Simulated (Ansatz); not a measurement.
One crystal and one scan (energy against volume) at two levels, PBE (plane waves to 420 eV, PAW, scalar-relativistic; Ansatz, a program for electronic structure) and r2SCAN (plane waves to 500 eV, PAW, scalar-relativistic; Ansatz), each from its own relaxed cell and on its own mesh. The cell shown is that of PBE.

KCl (rock salt)

```
CELL_PARAMETERS angstrom
      0.00000     3.19058     3.19058
      3.19058     0.00000     3.19058
      3.19058     3.19058     0.00000
ATOMIC_POSITIONS crystal
  Cl 0.00000 0.00000 0.00000
  K  0.50000 0.50000 0.50000
```

Equation-of-state scan: isotropic scaling of the cell above, V₀ being its volume. Symmetry pins the atoms to their sites.

Energies are smeared free energies. KCl was relaxed with its symmetry unable to fall. Percentages come from the unrounded values. Both scans cover V/V₀ from 0.900 to 1.100.

| quantity | PBE | r2SCAN | PBE − r2SCAN |
|---|---|---|---|
| Lattice constant a (Å) | 6.381 | 6.292 | +0.089 (+1.4 %) |
| Band gap of the relaxed cell, no spin-orbit coupling (eV) | 5.05 | 5.83 | -0.78 (-13 %) |
| Pressure at the smallest volume (GPa) | 2.21 | 2.63 | -0.42 (-16 %) |
| Energy cost of the largest compression (meV/atom) | 20.3 | 23.1 | -2.8 (-12 %) |
| Energy cost of the largest expansion (meV/atom) | 13.6 | 15.3 | -1.7 (-11 %) |
| Bulk modulus B₀ (third-order Birch-Murnaghan fit) (GPa) | 16.3 | 19.1 | -2.8 (-15 %) |
| Pressure derivative B₀′ (fit) | 4.8 | 4.9 | -0.1 (-3 %) |
| Pressure for 5 % compression (fit) (GPa) | 0.9 | 1.1 | -0.2 |

PBE gives the higher value for: lattice constant a. PBE gives the lower value for: band gap of the relaxed cell, no spin-orbit coupling; pressure at the smallest volume; energy cost of the largest compression; energy cost of the largest expansion; bulk modulus B₀. For the lattice constant a the reference is 6.248 Å (measured at or taken to low temperature; as given in Klaus Doll, Hermann Stoll, Physical review. B, Condensed matter (1997), arXiv:cond-mat/9707218): r2SCAN lies nearer. For the bulk modulus B₀ the reference is 19.7 GPa (measured at or taken to low temperature; as given in Klaus Doll, Hermann Stoll, Physical review. B, Condensed matter (1997), arXiv:cond-mat/9707218): r2SCAN lies nearer. 

ΔE (meV/atom), each from the relaxed starting cell of its own level:

| V/V₀ | PBE | r2SCAN |
|---|---|---|
| 0.900 | 20.3 | 23.1 |
| 0.925 | 10.8 | 12.3 |
| 0.950 | 4.6 | 5.2 |
| 0.975 | 1.1 | 1.3 |
| 1.000 | 0.0 | 0.0 |
| 1.025 | 1.0 | 1.1 |
| 1.050 | 3.7 | 4.2 |
| 1.075 | 8.0 | 9.0 |
| 1.100 | 13.6 | 15.3 |

(A scan under strain: stresses follow from slopes of the energy per volume, elastic moduli from its curvatures.)
